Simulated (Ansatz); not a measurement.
ZnAu (CsCl type)

```xyz
4
Lattice="6.1917 0.0000 0.0000 0.0000 3.0959 0.0000 0.0000 0.0000 3.0959" Properties=species:S:1:pos:R:3 pbc="T T T"
Zn     1.5479     1.5479     1.5479
Zn     4.6438     1.5479     1.5479
Au     0.0000     0.0000     0.0000
Au     3.0959     0.0000     0.0000
```

The atoms are displaced by Q × the pattern below (from a DFPT mode at X = (0.5, 0.0, 0.0), largest move 1; Q in Å), at fixed cell. It is one choice among 2 degenerate patterns. (q is in reciprocal vectors of the primitive cell; the cell shown is doubled to hold the pattern.)

```
atom      x      y       z
----  -----  -----  ------
Au3   0.000  0.000  -1.000
Au4   0.000  0.000   1.000
```

Atoms not listed stay in place.

Level of theory: LDA (plane waves to 420 eV, PAW, scalar-relativistic; Ansatz, a quantum-chemistry and plane-wave program). k mesh 8×15×15 (Γ-centred), Fermi-Dirac smearing 0.05 eV. With partly filled bands, energies and forces of such displacements shift with the k mesh and the smearing. Spin-orbit coupling is left out, though Au is heavy. ZnAu was relaxed with its symmetry unable to fall. 

```
Q (Å)   −dE/dQ from forces (eV/Å)
------  -------------------------
-0.100                      0.526
-0.083                      0.434
-0.067                      0.344
-0.050                      0.256
-0.033                      0.170
-0.017                      0.085
0.000                       0.000
0.017                      -0.085
0.033                      -0.170
0.050                      -0.256
0.067                      -0.344
0.083                      -0.434
0.100                      -0.526
```

### Question
What harmonic wavenumber does the curvature at Q = 0 give?

### Answer
59 cm⁻¹. E″ = 5.08 eV/Å², M = Σ mᵢ|uᵢ|² = 393.9 u, ν̃ = 521.5·√(|E″|/M).

(A displaced cell: forces are minus the slopes of the energy, force constants its curvatures, and phonons follow from these.)
